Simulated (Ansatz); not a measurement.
A 2-atom cell of LiCl started from a crystallographic database, relaxed with r2SCAN, was run in Ansatz 0.2.0 under altered settings. All numbers are computed, without spin polarisation but where a row says otherwise.

```xyz
2
Lattice="0.0000 2.5560 2.5560 2.5560 0.0000 2.5560 2.5560 2.5560 0.0000" Properties=species:S:1:pos:R:3 pbc="T T T"
Li    0.0000    0.0000    0.0000
Cl    2.5560    2.5560    2.5560
```

The base run's other keys:
```yaml
kpoints:
  mp_grid: { grid: [4, 4, 4] }
hamiltonian:
  xc: hse06
scf:
  occupations: { method: fixed }
  n_extra_bands: 4
```

It takes 10 iterations with 645 plane waves at 420 eV and 8 k points, and leaves a mean stress of +0.17 GPa. The gap over this mesh is 7.790 eV. It ran on 4 threads of Arm Neoverse N1, with other jobs on the host.

Outcomes, with energy and stress as changes against the base:

| setting | outcome | ΔF (meV/atom) | Δ mean stress (GPa) | gap on the mesh (eV) | iterations | wall time |
| --- | --- | --- | --- | --- | --- | --- |
| PBE hybrid, exx coeff 0.05, unscreened | converged | – | +0.5 | 6.807 | 8 | 3.1 s |
| PBE hybrid, exx coeff 0.35, omega 0.1 1/Å | converged | – | -0.3 | 8.865 | 11 | 3.5 s |
| scf.exx.ecutfock_ratio: 2 | converged | 0.0 | 0.0 | 7.790 | 10 | 3.2 s |
| PBE hybrid, exx coeff 0.1, omega 0.2078 1/Å | converged | – | +0.4 | 6.942 | 9 | 3.4 s |
| scf.occupations: methfessel_paxton 0.2 | converged | 0.0 | 0.0 | 7.790 | 10 | 3.5 s |

A dash marks a value that wasn't obtained or can't be compared. Stress is positive in compression. The base took 3.5 s.

- PBE hybrid, exx coeff 0.05, unscreened. That is 5 % exact exchange, at all ranges, against HSE06's 25 % screened at 0.208 1/Å. The mean stress moves by +0.5 GPa and the gap on the mesh by -0.983 eV (to 6.807). Totals of different functionals aren't comparable.
- PBE hybrid, exx coeff 0.35, omega 0.1 1/Å. That is 35 % exact exchange, screened with ω = 0.1 1/Å, against HSE06's 25 % screened at 0.208 1/Å. The mean stress moves by -0.3 GPa and the gap on the mesh by +1.075 eV (to 8.865). Totals of different functionals aren't comparable. The program warns that on this mesh the truncation of the exchange isn't bounded, so part of the change can be an error of the mesh.
- PBE hybrid, exx coeff 0.1, omega 0.2078 1/Å. That is 10 % exact exchange, screened with ω = 0.2078 1/Å, against HSE06's 25 % screened at 0.208 1/Å. The mean stress moves by +0.4 GPa and the gap on the mesh by -0.848 eV (to 6.942). Totals of different functionals aren't comparable.

Within 1 meV an atom, 0.1 GPa and 0.005 eV of the base stay: scf.exx.ecutfock_ratio: 2; scf.occupations: methfessel_paxton 0.2.

The stress of a hybrid is loosely converged in these runs.

The meshes of the hybrids are coarse, so their gaps aren't converged to the digits shown.
